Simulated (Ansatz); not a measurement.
TeO2:
```cif
data_O8Te4
_chemical_formula_sum 'Te4 O8'
_space_group_name_H-M_alt 'Fm-3m'
_space_group_IT_number 225
_space_group_name_Hall '-F 4 2 3'
_cell_length_a 5.38576
_cell_length_b 5.38576
_cell_length_c 5.38576
_cell_angle_alpha 90.000
_cell_angle_beta 90.000
_cell_angle_gamma 90.000
loop_
_atom_site_label
_atom_site_type_symbol
_atom_site_symmetry_multiplicity
_atom_site_Wyckoff_symbol
_atom_site_fract_x
_atom_site_fract_y
_atom_site_fract_z
_atom_site_occupancy
Te1 Te 4 a 0.00000 0.00000 0.00000 1
O1 O 8 c 0.25000 0.25000 0.25000 1
```
(The calculation used a cell of 3 atoms; values per cell refer to that cell.)

Relaxed with PBE. Plane-wave PAW PBE (Ansatz code) gives a gap of 0.82 eV.

**Question.** What gap does HSE06 give on the same cell (Ansatz, PAW)?

**Answer.** 1.61 eV, 0.79 eV more. The hybrid was solved on a coarser mesh and at special points; its gap is the smallest among all of these.

```json
[
 {"k": "Γ", "v1 PBE": "-3.13", "c1 PBE": "1.84", "v1 HSE06": "___", "c1 HSE06": "___"},
 {"k": "X", "v1 PBE": "-1.25", "c1 PBE": "1.12", "v1 HSE06": "-1.60", "c1 HSE06": "1.96"},
 {"k": "L", "v1 PBE": "0.00", "c1 PBE": "3.97", "v1 HSE06": "___", "c1 HSE06": "___"},
 {"k": "W", "v1 PBE": "-0.85", "c1 PBE": "3.78", "v1 HSE06": "___", "c1 HSE06": "___"},
 {"k": "K", "v1 PBE": "-0.97", "c1 PBE": "2.95", "v1 HSE06": "___", "c1 HSE06": "___"}
]
```

**Question.** Top valence (v1) and lowest conduction level (c1) in eV from each method's valence maximum (which need not be a listed point): supply the withheld HSE06 values.

**Answer.** 
- L, v1 HSE06: 0.00
- L, c1 HSE06: 5.02
- K, v1 HSE06: -1.02
- K, c1 HSE06: 3.88
- Γ, v1 HSE06: -3.59
- Γ, c1 HSE06: 2.68
- W, v1 HSE06: -0.89
- W, c1 HSE06: 4.82

Cost on shared cores: the PBE run (SCF on a 9×9×9 mesh, then bands and DOS) very roughly 6 core-seconds, the HSE06 run (SCF on 7×7×7, then a few points) roughly 70 core-seconds; the tasks are unlike.

The cell is a constructed one: a structure type filled with these elements; neither database checked (COD, Materials Project) lists it. COD files the formula under space group No. 19, 61, 92, 136, so this cell is another polymorph or a model. Whether it is the stable phase at ambient conditions was not checked. The PBE relaxation kept the symmetry of its start; its stability against distortions is not shown here. Scalar-relativistic: spin–orbit coupling is off unless named, which matters more the heavier the elements.

Potentials: the later of the program's two PAW sets.
